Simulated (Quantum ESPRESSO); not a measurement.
Electric field gradients in CdSe

```yaml
crystal:
  lattice:
    - [4.34609, 0.00000, 0.00000]
    - [-2.17304, 3.76382, 0.00000]
    - [0.00000, 0.00000, 7.08984]
  atoms:
    - { symbol: Cd, position: [0.66667, 0.33333, 0.49995] }
    - { symbol: Cd, position: [0.33333, 0.66667, 0.99995] }
    - { symbol: Se, position: [0.66667, 0.33333, 0.87591] }
    - { symbol: Se, position: [0.33333, 0.66667, 0.37591] }
```
The cell comes from the Materials Project (a computed structure). It is CdSe in P6₃mc. Stability against distortions was not tested.

Computed: field gradients by a PBE PAW density (pw.x of a modified build of Quantum ESPRESSO, JTH datasets) with the all-electron reconstruction of Petrilli and co-workers, 20 Ha, k-mesh 6×6×3 through Γ.

| site | site symmetry | Vzz (10²¹ V/m²) | η_Q | ∣C_Q∣ (MHz) |
|---|---|---|---|---|
| Cd (atoms 1, 2) | 3m | 0.26 | 0.00 | – |
| Se (atoms 3, 4) | 3m | under 0.2 | – | – |

Principal values are ordered |Vxx| ≤ |Vyy| ≤ |Vzz|, η = (Vxx − Vyy)/Vzz, and C_Q = eQVzz/h is given by its size. Cores are frozen. Cd had no test against all-electron runs.
